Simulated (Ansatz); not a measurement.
PbSe:
Space group Cmcm (No. 63); a = 4.291 Å, b = 12.104 Å, c = 4.441 Å, α = 90.00°, β = 90.00°, γ = 90.00°

```
atom  site  symmetry       x       y       z
----  ----  --------  ------  ------  ------
Pb      4c       m2m  0.0000  0.6300  0.2500
Se      4c       m2m  0.0000  0.1380  0.7500
```
(The calculation used a cell of 4 atoms; values per cell refer to that cell.)

Relaxed with r²SCAN+D4.

### Question
Which orbitals make up the states near the band edges in r²SCAN+D4 in the plane-wave PAW code Ansatz?

### Answer
Top 1 eV of the valence band: Se 4p 75 %, Pb 6s 12 %, Pb 6p 10 %. Bottom 1 eV of the conduction band: Pb 6p 75 %, Se 4p 10 %, Se 4s 9 %. Projections are on Löwdin-orthogonalised atomic valence shells; empty p or d shells of many metals are not among them.

### Question
Tabulate the density of states.

### Answer
States/eV per cell of 4 atoms, in 0.25 eV bins, energy from the valence-band maximum.

```csv
E (eV),total,Se 4p,Pb 6p,Pb 6s
-7.86,2.87,0.45,0.07,2.19
-7.61,3.47,0.52,0.06,2.65
-7.36,1.93,0.28,0.02,1.42
-7.11,0.80,0.12,0.01,0.53
-6.86,0.60,0.08,0.01,0.39
-6.61,0.47,0.05,0.01,0.31
-6.36,0.23,0.02,0.00,0.15
-6.11,0.00,0.00,0.00,0.00
-5.86,0.00,0.00,0.00,0.00
-5.61,0.00,0.00,0.00,0.00
-5.36,0.00,0.00,0.00,0.00
-5.11,0.00,0.00,0.00,0.00
-4.86,0.00,0.00,0.00,0.00
-4.61,0.00,0.00,0.00,0.00
-4.36,0.54,0.30,0.22,0.01
-4.11,1.10,0.62,0.44,0.02
-3.86,1.37,0.79,0.53,0.03
-3.61,1.59,0.95,0.58,0.04
-3.36,1.93,1.18,0.67,0.04
-3.11,2.82,1.80,0.92,0.05
-2.86,3.20,2.10,0.97,0.07
-2.61,3.01,2.02,0.85,0.08
-2.36,3.02,2.07,0.79,0.09
-2.11,3.35,2.36,0.79,0.12
-1.86,3.46,2.50,0.72,0.16
-1.61,4.37,3.34,0.74,0.19
-1.36,4.90,3.88,0.70,0.22
-1.11,3.63,2.90,0.45,0.22
-0.86,3.15,2.30,0.41,0.36
-0.61,4.05,3.13,0.39,0.45
-0.36,2.32,1.74,0.20,0.33
-0.11,0.17,0.13,0.01,0.03
0.14,0.00,0.00,0.00,0.00
0.39,0.00,0.00,0.00,0.00
0.64,0.00,0.00,0.00,0.00
0.89,0.00,0.00,0.00,0.00
1.14,0.00,0.00,0.00,0.00
1.39,0.50,0.03,0.38,0.03
1.64,1.11,0.11,0.81,0.05
1.89,1.50,0.17,1.11,0.04
2.14,2.15,0.24,1.63,0.04
2.39,2.20,0.29,1.64,0.04
2.64,2.28,0.37,1.65,0.04
2.89,2.43,0.45,1.74,0.05
3.14,2.70,0.49,1.96,0.04
3.39,2.84,0.54,2.03,0.04
3.64,2.89,0.60,2.00,0.04
3.89,2.93,0.64,1.99,0.04
4.14,2.81,0.64,1.86,0.04
4.39,2.51,0.56,1.63,0.03
4.64,2.71,0.59,1.73,0.02
4.89,2.84,0.62,1.80,0.02
5.14,3.29,0.75,2.08,0.02
5.39,3.72,0.82,2.31,0.01
5.64,3.42,0.79,2.02,0.01
5.89,1.52,0.40,0.82,0.00
```

The workflow started from a Materials Project entry (that database holds measured and hypothetical structures alike); the Crystallography Open Database copy checked does not list it. It is not the phase usual at ambient conditions (space group No. 225). The r²SCAN+D4 relaxation kept the symmetry of its start; its stability against distortions is not shown here. Spin–orbit coupling is left out wherever it is not named.

Potentials: the later of the program's two PAW sets.
